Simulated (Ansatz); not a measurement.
GaN (rock salt, space group No. 225) at seven volumes, r²SCAN (plane waves, PAW; program Ansatz), scaled uniformly. One row is withheld.

```csv
V (Å³/atom),P (GPa)
8.530,28.44
8.811,?
9.092,7.97
9.373,0.01
9.654,-6.73
9.936,-12.43
10.217,-17.25
```

Question: Fit the shown pressures and predict the withheld one.

Answer: P = (3/2)B₀(x^(7/2) − x^(5/2))[1 + (3/4)(B′ − 4)(x − 1)] with x = (V₀/V)^(2/3). Least squares on the six rows gives V₀ = 9.373 Å³/atom, B₀ = 243 GPa, B′ = 4.54. At V = 8.811, x = 1.0421 and P = 17.29 GPa. The run itself gave 17.36 GPa.

Space group Fm-3m (rock salt). This is a known high-pressure phase of the composition, computed here at zero pressure and temperature. Symmetry was held in the r²SCAN relaxation; its stability against distortions is not shown here.

Potentials: the later of the program's two PAW sets.
